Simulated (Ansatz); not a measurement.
## Response of Sb to small distortions

```
Sb
1.0
    -1.50500    1.50500    2.48000
     1.50500   -1.50500    2.48000
     1.50500    1.50500   -2.48000
Sb
1
Direct
  0.00000 0.00000 0.00000
```

The conventional cell has a = 3.010 Å, b = 3.010 Å, c = 4.960 Å, α = 90.00°, β = 90.00°, γ = 90.00°. Sb (atom 1) has 12 Sb at 3.01 to 3.27 Å as nearest neighbours.

The geometry is COD entry 9013010, unchecked; take it as a test cell.

No spin–orbit coupling, which matters for the heavy atoms here.

Level of theory: DFT, PBEsol, all-electron PAW with datasets made for the crystal, scalar-relativistic in Ansatz 0.2.0.

The runs use a Γ-centred 19×19×19 k mesh, Fermi–Dirac smearing of 0.05 eV, cutoff 180 eV (chosen by the program for this cell), no spin polarisation.

The unchanged cell is at 15.13 GPa.

In a metal, stresses and small energies carry noise from the k mesh.

x, y and z are the Cartesian axes of the cell as listed; fractional coordinates follow a strain, and an engineering shear is twice the off-diagonal strain component.

(1) With this change (equal xy, yz and zx engineering shear strains of -2 %), what becomes of the energy and stress?

(2) With this change (equal xy, yz and zx engineering shear strains of +1 %), what becomes of the energy and stress?

(3) With this change (equal xy, yz and zx engineering shear strains of +3 %), what becomes of the energy and stress?

(4) With this change (equal xy, yz and zx engineering shear strains of -3 %), what becomes of the energy and stress?

(5) With this change (equal xy, yz and zx engineering shear strains of -1 %), what becomes of the energy and stress?

(6) With this change (equal xy, yz and zx engineering shear strains of +2 %), what becomes of the energy and stress?

Answers

(1) Energy change under 1 meV/atom; stress change (xx, yy, zz, yz, xz, xy) -0.14, -0.14, 0.61, 0.14, 0.14, -0.45 GPa, compression positive.

(2) Energy change under 1 meV/atom; stress change (xx, yy, zz, yz, xz, xy) -0.04, -0.04, 0.17, -0.03, -0.03, 0.24 GPa, compression positive.

(3) Energy change -1 meV/atom; stress change (xx, yy, zz, yz, xz, xy) -0.08, -0.08, 0.75, 0.23, 0.23, 1.12 GPa, compression positive.

(4) Energy change under 1 meV/atom; stress change (xx, yy, zz, yz, xz, xy) -0.15, -0.15, 0.89, 0.02, 0.02, -0.91 GPa, compression positive.

(5) Energy change under 1 meV/atom; stress change (xx, yy, zz, yz, xz, xy) -0.07, -0.07, 0.23, 0.13, 0.13, -0.13 GPa, compression positive.

(6) Energy change under 1 meV/atom; stress change (xx, yy, zz, yz, xz, xy) -0.11, -0.11, 0.53, 0.11, 0.11, 0.75 GPa, compression positive.
